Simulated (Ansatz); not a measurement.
Rigid (100) slab of LaZn, space group Pm-3m (No. 221):

```xyz
4
Lattice="3.6892 0.0000 0.0000 0.0000 3.6892 0.0000 0.0000 0.0000 22.5338" Properties=species:S:1:pos:R:3 pbc="T T T"
Zn    1.8446    1.8446    8.5000
La    0.0000    0.0000   10.3446
Zn    1.8446    1.8446   12.2395
La    0.0000    0.0000   13.9223
```

Theory: Ansatz, DFT PBEsol, scalar-relativistic, plane waves, PAW. Plane waves to 420 eV, a k mesh through Γ of 8×8×1 on the computed 5-atom cell and Gaussian smearing (0.10 eV); no spin polarisation. A dipole correction removes the field between periodic images along c.

An adatom of Li is held over the places (i/4, j/4) of the 1×1 surface cell, counted from the highest atom (La), and only its height relaxes; one adatom per 13.6 Å².

(1) Among these places, where is the adatom most and least stable, and how far apart in energy?

The slab is thin and held rigid, with forces of up to 0.3 eV/Å left on its atoms, so relaxing it could reorder the places.

Without spin polarisation weakly bound places lie too high for an open-shell atom.

Spin-orbit coupling is left out, which matters for the bands of heavy elements. The CsCl structure is a prototype's; whether LaZn takes it wasn't checked.

Answers

(1) Lowest at (i, j) = (2, 2); highest at (0, 0), 0.39 eV above. All energies in eV:

```csv
i,j=0,j=1,j=2,j=3
0,0.39,0.32,0.22,0.32
1,0.32,0.24,0.13,0.24
2,0.22,0.13,0.00,0.13
3,0.32,0.24,0.13,0.24
```

Heights over the highest slab atom in Å:

```csv
i,j=0,j=1,j=2,j=3
0,3.29,3.15,2.99,3.15
1,3.15,3.00,2.81,3.00
2,2.99,2.81,2.60,2.81
3,3.15,3.00,2.81,3.00
```
